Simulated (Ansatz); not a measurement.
Ansatz (a first-principles code) input:

Ansatz 0.2 input:
```yaml
crystal:
  lattice:
    - [0.0, 1.7899203632, 1.7899203632]
    - [1.7899203632, 0.0, 1.7899203632]
    - [1.7899203632, 1.7899203632, 0.0]
  atoms:
    - { symbol: B, position: [0.0, 0.0, 0.0] }
    - { symbol: N, position: [0.25, 0.25, 0.25] }
kpoints:
  mp_grid: { grid: [13, 13, 13] }
hamiltonian:
  xc: lda
  pseudopotentials: { azcp: { folder: ./paw }, kind: paw }
scf:
  occupations: { method: fixed }
phonons:
  method: dfpt
  response_accuracy: low
  eigenvectors: true
  rigid_motions: translations
  dielectric: true
  raman: true
```

Output (shortened):

```
zone centre: on kpoints.mp_grid the ground state, and the responses unless they are solved on pairs of k-points, stand on 343 of the mesh's 2197 k-points, …
Pseudopotentials: kind: paw
Pseudopotential: B, paw, valence charge 3
Pseudopotential: N, paw, valence charge 5
Functional definition: SPW92
Crystal: 2 atoms, lattice volume = 11.469 Å³
Basis set: ecut = 420 eV, 229 PW (Γ), exchange–correlation on 36×36×36 points (8 copies of the dense FFT grid, shifted against one another)
Bands: 8, of which v1, the nominal top of the filled ones, is band 4 counted from 1 (3 counted from 0)
Symmetry: 24 space group operations
k-points: 343 of 2197 (irreducible under 4 space group operations, time reversal used)
PAW frozen core: B, regenerated for the run's functional, and the local potential with it
PAW frozen core: N, regenerated for the run's functional, and the local potential with it
Initial density: superposition of atomic densities (chi_scale 0.1, normalization cell, long waves kept (reshape's long-wave potential 0.00 eV rms))
Initial wavefunctions: pseudopotential atomic-orbital guess
Eigensolver: davidson
Functional: x = slater, c = lda
SCF iter   1: F=—  HF=-527.250155 eV  |F-HF|=—  |Δ(HF+E_count)|=         —  Δρ=1.50e-1  dr2=2.05e0  ethr=3.10e-3  ⟨swp⟩=3.9  Hψ=15541  notcnv=0  defer=561
all-band conjugate gradients solve this SCF's bands
preconditioner: auto → none
SCF iter   2: F=—  HF=-526.555260 eV  |F-HF|=—  |Δ(HF+E_count)|=   6.95e-1  Δρ=6.47e-2  dr2=2.67e-1  ethr=3.10e-3  ⟨swp⟩=2.0  Hψ=8045  notcnv=0  defer=98
SCF iter   3: F=—  HF=-526.480898 eV  |F-HF|=—  |Δ(HF+E_count)|=   7.44e-2  Δρ=2.18e-2  dr2=3.34e-2  ethr=3.10e-3  ⟨swp⟩=3.0  Hψ=4838  notcnv=0  defer=572
SCF iter   4: F=—  HF=-526.471155 eV  |F-HF|=—  |Δ(HF+E_count)|=   9.74e-3  Δρ=2.91e-3  dr2=3.28e-4  ethr=4.18e-4  ⟨swp⟩=3.0  Hψ=4829  notcnv=0  defer=657
SCF iter   5: F=—  HF=-526.471136 eV  |F-HF|=—  |Δ(HF+E_count)|=   1.95e-5  Δρ=1.68e-4  dr2=1.43e-6  ethr=4.10e-6  ⟨swp⟩=3.0  Hψ=4387  notcnv=0  defer=669
SCF iter   6: F=—  HF=-526.471135 eV  |F-HF|=—  |Δ(HF+E_count)|=   4.68e-7  Δρ=1.48e-5  dr2=5.44e-9  ethr=1.79e-8  ⟨swp⟩=2.5  Hψ=4096  notcnv=0  defer=33
SCF iter   7: F=-526.471135 eV  HF=-526.471135 eV  |F-HF|=8.41e-12  |Δ(HF+E_count)|=  9.85e-11  Δρ=6.79e-7  dr2=2.57e-11  ethr=1.25e-12  ⟨swp⟩=5.6  Hψ=16564  notcnv=0
SCF 1 converged in 7 iterations: F = -526.471135 eV  dr2 = 2.57e-11
NSCF: frozen V_eff on 6 k-points
DFPT response loops at Γ: preconditioner auto → none (the input reference at scf.mixing.eps_inf says where Resta's filter doesn't serve); β = 0.50 …
── the response to a field inside a basis, on 14×14×14 k-points: an SCF that follows is theirs, and a resumed run solves both again ──
Crystal: 2 atoms, lattice volume = 11.469 Å³
Bands: 5, of which v1, the nominal top of the filled ones, is band 4 counted from 1 (3 counted from 0)
k-points: 280 of 2744 (irreducible under 6 space group operations, time reversal used)
Initial density: handed on by an earlier stage of this run
Initial wavefunctions: pseudopotential atomic-orbital guess (no wavefunctions were taken with the density)
Eigensolver: Dense (280 Hₖ)
SCF iter   1: F=—  HF=-526.474467 eV  |F-HF|=—  |Δ(HF+E_count)|=         —  Δρ=7.64e-4  dr2=8.26e-6  ethr=1.00e-1
all-band conjugate gradients don't solve this SCF's bands (scf.eigensolver.kind)
preconditioner: auto → none
SCF iter   2: F=—  HF=-526.474468 eV  |F-HF|=—  |Δ(HF+E_count)|=   1.03e-6  Δρ=3.73e-4  dr2=2.15e-6  ethr=1.03e-7
SCF iter   3: F=—  HF=-526.474469 eV  |F-HF|=—  |Δ(HF+E_count)|=   8.78e-7  Δρ=1.02e-4  dr2=6.26e-7  ethr=2.68e-8
SCF iter   4: F=—  HF=-526.474469 eV  |F-HF|=—  |Δ(HF+E_count)|=   1.77e-7  Δρ=9.64e-6  dr2=2.80e-9  ethr=7.83e-9
SCF iter   5: F=-526.474469 eV  HF=-526.474469 eV  |F-HF|=7.96e-13  |Δ(HF+E_count)|=  6.13e-11  Δρ=7.28e-7  dr2=1.60e-11  ethr=3.50e-11
SCF 1 converged in 5 iterations: F = -526.474469 eV  dr2 = 1.60e-11
DFPT response loops at Γ: mixed as the last ones told, above
DFPT response loops at Γ: mixed as the last ones told, above
DFPT response loops at Γ: mixed as the last ones told, above
SCF converged after 7 iterations
Free energy (F): -526.471135 eV
Harris-Foulkes:  -526.471135 eV  (|F-HF|=8.41e-12)
Internal energy: -526.471135 eV  (E = F + TS)
E sigma→0 (E₀):  -526.471135 eV
Fermi energy:    11.389300 eV
--- Per-component energies (eV) ---
  E_band       = 27.331445
  E_kinetic    = 184.956947
  E_local      = -157.043952  (includes V_loc(G=0)·N_el)
  E_nonlocal   = 44.152616
  E_hartree    = 47.766008
  E_xc         = -92.794311
  E_vxc        = -115.206914  (∫ρ·V_xc dr)
  E_paw        = -191.730730  (= ΣΔE_a)
  E_vpaw       = -25.060137  (= ΣTr[D̂ρ^β])
  E_aug_tail   = 0.000921  (compensation charges beyond the density's cutoff)
  E_ewald      = -361.904511
  E_core_change = 0.125878  (= ΣΔE_core)
  E_smearing   =  0.000000  (= −TS)
  E_closure    =  0.000000  (closes the sum)
  Σ components = -526.471135   (vs F -526.471135, Δ=0.00e0)
  [band-id]    e_kinetic+e_local+e_nonlocal+2·e_hartree+e_vxc+e_vpaw+e_augmentation_tail = 27.331496   (vs E_band 27.331445, Δ=5.02e-5)
--- Band table (eV; the first three rows and the last of 343) ---
  k-point 0: bands = ["-9.0231", "11.3893", "11.3893", "11.3893", "20.2174", "20.2174", "20.2174", "22.2780"]
  k-point 1: bands = ["-8.8750", "10.5927", "11.2265", "11.2265", "20.4516", "20.4607", "20.4607", "22.7209"]
  k-point 2: bands = ["-8.4348", "8.7020", "10.8234", "10.8234", "20.8487", "21.0457", "21.0457", "23.8183"]
  k-point 342: bands = ["-4.6571", "3.3010", "5.2261", "8.4878", "21.0787", "23.1176", "25.8381", "26.5970"]
  band table: 8 of 8 bands, residual norms ≤ 1.0e-3 eV
--- Phonons (Γ-DFPT): 2 representative perturbations + reference, on 343 of 2197 k-points (Σ response iterations 5) ---
  k mesh reduced under 4 symmetry operations, with k and −k counted as one. Each operation leaves every solved perturbation unchanged …
  ASR residual: 1.159e-4 → 0.000e0 eV/Å²; symmetrization residual: 3.087e-6 eV/Å²
  ASR residual per site (eV/Å²): 1.16e-4 1.91e-5
  Γ frequencies (cm⁻¹): 0.00 0.00 0.00 1066.76 1066.76 1066.76
  ε∞ (high-frequency dielectric tensor):
        4.566270     0.000000     0.000000
        0.000000     4.566270     0.000000
        0.000000     0.000000     4.566270
  ε⁰ (static dielectric tensor: ions relaxed, cell fixed):
        6.744005     0.000000     0.000000
        0.000000     6.744005     0.000000
        0.000000     0.000000     6.744005
  ε⁰ − ε∞ (ionic part):
        2.177734     0.000000     0.000000
        0.000000     2.177734     0.000000
        0.000000     0.000000     2.177734
  softest optical mode at Γ: 1066.76 cm⁻¹; the repairs (sum rule, projections) moved no ω² at Γ by more than (1.84 cm⁻¹)²
  Born effective charges Z* (e; rows j = field, columns β = displacement):
    site 0:
         1.87731    0.00000    0.00000
         0.00000    1.87731    0.00000
         0.00000    0.00000    1.87731
    site 1:
        -1.87731    0.00000    0.00000
         0.00000   -1.87731    0.00000
         0.00000    0.00000   -1.87731
  Z* charge neutrality: 6.214e-7 e pre-enforcement
  k-mesh period / interband length: 32.9 Å / 1.29 Å = 25.52 at k = (0.0000, 0.4615, 0.4615), direct gap 9.490 eV — 14 or more, which is no proof of convergence
  Raman tensors (in the event stream and the table raman_tensors.tsv) …
  optical modes at Γ without the LO–TO term, one row a degenerate level:
      ω (cm⁻¹)  modes    IR ((D/Å)²/amu)  static Raman (Å⁴/amu)  depolarisation
       1066.76      3            39.9791                19.4147           0.750
  optical modes at Γ + LO–TO along q̂ = [1.0000, 0.0000, 0.0000]:
      ω (cm⁻¹)  modes    IR ((D/Å)²/amu)  static Raman (Å⁴/amu)  depolarisation
       1066.76      2            26.6528                12.9431           0.750
       1296.42      1            13.3264                13.9686           0.750
  optical modes at Γ + LO–TO along q̂ = [0.0000, 1.0000, 0.0000]:
      ω (cm⁻¹)  modes    IR ((D/Å)²/amu)  static Raman (Å⁴/amu)  depolarisation
       1066.76      2            26.6528                12.9431           0.750
       1296.42      1            13.3264                13.9686           0.750
  optical modes at Γ + LO–TO along q̂ = [0.0000, 0.0000, 1.0000]:
      ω (cm⁻¹)  modes    IR ((D/Å)²/amu)  static Raman (Å⁴/amu)  depolarisation
       1066.76      2            26.6528                12.9431           0.750
       1296.42      1            13.3264                13.9686           0.750
```

Cost: around 80 core-seconds (rough) on shared cores.

Space group F-43m (zinc blende). The cell was relaxed with LDA under the symmetry of its start.

Potentials: the earlier of the program's two PAW sets. The files were generated under PBE; for other functionals the program regenerates the frozen cores, and for LDA and PBEsol the local potential too.

Ansatz is a plane-wave DFT program.
